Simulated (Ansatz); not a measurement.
**CaC$_{2}$: relaxed-ion elastic tensor**

Computed with DFT LDA, scalar-relativistic, plane waves, PAW (Ansatz). Plane waves to 420 eV; Γ-centred k mesh 10×10×10; fixed occupations. No spin polarisation.

Relaxed structure:
```yaml
crystal:
  lattice:
    - [-1.87896, 1.87896, 3.13855]
    - [1.87896, -1.87896, 3.13855]
    - [1.87896, 1.87896, -3.13855]
  atoms:
    - { symbol: Ca, position: [0.00000, 0.00000, 0.00000] }
    - { symbol: C, position: [0.59968, 0.59968, 0.00000] }
    - { symbol: C, position: [0.40032, 0.40032, 0.00000] }
```

Problem. Give the relaxed-ion elastic constants (GPa, Voigt order xx yy zz yz xz xy, on the axes of the cell above).

Solution.
C11 = 115.5, C12 = 38.9, C13 = 17.1, C22 = 115.5, C23 = 17.1, C33 = 272.7, C44 = -3.6, C55 = -3.6, C66 = 53.5 GPa; the others vanish.

Problem. Is the crystal stable against homogeneous strain?

Solution. No: the tensor has an eigenvalue of -3.6 GPa, so some strain lowers the energy.

Whether CaC2 exists in this form wasn't checked.